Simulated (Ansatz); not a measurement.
## Deforming O

```yaml
crystal:
  lattice:
    - [2.56100, 0.00000, 0.00000]
    - [-1.28050, 2.21789, 0.00000]
    - [0.00000, 0.00000, 6.57500]
  atoms:
    - { symbol: O, position: [0.33333, 0.66667, 0.16100] }
    - { symbol: O, position: [0.66667, 0.33333, 0.66100] }
    - { symbol: O, position: [0.33333, 0.66667, 0.33900] }
    - { symbol: O, position: [0.66667, 0.33333, 0.83900] }
```

Atom numbers follow the list: O1, O2, O3, O4.

The cell comes from COD entry 9017498, which wasn't checked; take it as a given geometry.

Solid oxygen carries moments on its molecules; these runs leave spin out.

Computed with Ansatz 0.2.0, DFT, PBEsol, all-electron LAPW, scalar-relativistic.

Settings: a Γ-centred 13×13×5 k mesh, Fermi–Dirac smearing of 0.03 eV, basis error target 1 meV/atom, no spin polarisation.

The unchanged cell is at 11.24 GPa.

In a metal, stresses and small energies carry noise from the k mesh.

x, y and z are the Cartesian axes of the cell as listed; fractional coordinates follow a strain, and an engineering shear is twice the off-diagonal strain component.

Problem. With this change (equal xy, yz and zx engineering shear strains of -2 %), what becomes of the energy and stress and forces?

Solution. Energy change +2 meV/atom; stress change (xx, yy, zz, yz, xz, xy) 0.08, 0.13, -0.06, 1.53, 1.53, 0.07 GPa, compression positive; change of the force on O2 (-0.107, -0.100, 0.008) eV/Å.

With equal xy, yz and zx engineering shear strains of -1 %: energy change under 1 meV/atom; stress change (xx, yy, zz, yz, xz, xy) 0.02, 0.03, -0.01, 0.75, 0.75, 0.01 GPa, compression positive; change of the force on O2 (-0.052, -0.049, 0.002) eV/Å.

Problem. With this change (equal xy, yz and zx engineering shear strains of +1 %), what becomes of the energy and stress and forces?

Solution. Energy change under 1 meV/atom; stress change (xx, yy, zz, yz, xz, xy) 0.02, 0.03, -0.02, -0.73, -0.73, 0.01 GPa, compression positive; change of the force on O2 (0.049, 0.046, 0.002) eV/Å.

With equal xy, yz and zx engineering shear strains of +2 %: energy change +2 meV/atom; stress change (xx, yy, zz, yz, xz, xy) 0.08, 0.13, -0.06, -1.43, -1.43, 0.03 GPa, compression positive; change of the force on O2 (0.094, 0.090, 0.008) eV/Å.
